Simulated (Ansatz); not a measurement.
One stationary structure of KRb2RhF6. Space group Fm-3m (No. 225). These are r2SCAN (plane waves to 500 eV, PAW, scalar-relativistic; Ansatz, an electronic-structure program) values and carry that method's errors.

Space group Fm-3m (No. 225); a = b = c = 8.9021 Å, α = β = γ = 90.00°

| atom | site | symmetry | x | y | z |
|---|---|---|---|---|---|
| K | 4b | m-3m | 0.5000 | 0.5000 | 0.5000 |
| Rb | 8c | -43m | 0.2500 | 0.2500 | 0.2500 |
| Rh | 4a | m-3m | 0.0000 | 0.0000 | 0.0000 |
| F | 24e | 4m.m | 0.0000 | 0.0000 | 0.2224 |
(The calculation used a cell of 10 atoms; values per cell refer to that cell.)

```json
{
  "volume_per_atom": "17.64 Å³",
  "band_gap": "2.82 eV, direct at X (no spin-orbit coupling)",
  "shortest_distances": "F–Rh 1.98 Å; F–K 2.47 Å; F–F 2.80 Å; F–Rb 3.16 Å",
  "k-mesh": "7×7×7"
}
```

Band energies at high-symmetry points (eV from the VBM; labels of this space group; no spin-orbit coupling), from −5 eV up to 7.5 eV:

| point | energies |
|---|---|
| Γ | -4.34 -4.34 -4.34 -3.57 -3.57 -3.57 -3.42 -3.42 -3.42 -3.09 -3.09 -3.09 -0.12 -0.12 -0.12 2.95 2.95 4.54 7.03 7.03 |
| X | -4.98 -4.98 -4.38 -4.38 -4.37 -3.68 -3.67 -3.60 -3.60 -3.49 -3.49 -3.36 -3.36 -3.10 -0.16 0.00 0.00 2.82 2.97 6.57 7.44 |
| U | -4.99 -4.50 -4.44 -4.38 -3.68 -3.66 -3.63 -3.61 -3.58 -3.53 -3.31 -3.30 -3.15 -0.12 -0.02 -0.02 2.88 3.03 6.88 7.12 |
| K | -4.99 -4.50 -4.44 -4.38 -3.68 -3.66 -3.63 -3.61 -3.58 -3.53 -3.31 -3.30 -3.15 -0.12 -0.02 -0.02 2.88 3.03 6.88 7.12 |
| L | -5.00 -5.00 -4.72 -4.53 -4.53 -3.86 -3.73 -3.73 -3.52 -3.52 -3.49 -3.21 -3.21 -3.19 -0.08 -0.05 -0.05 3.08 3.08 6.60 6.61 |
| W | -4.98 -4.60 -4.38 -4.38 -3.66 -3.66 -3.60 -3.60 -3.59 -3.59 -3.36 -3.20 -3.20 -0.08 -0.08 0.00 2.86 3.05 7.08 7.08 |

No spin polarisation in the result.

The run could not lose the symmetry of its start.
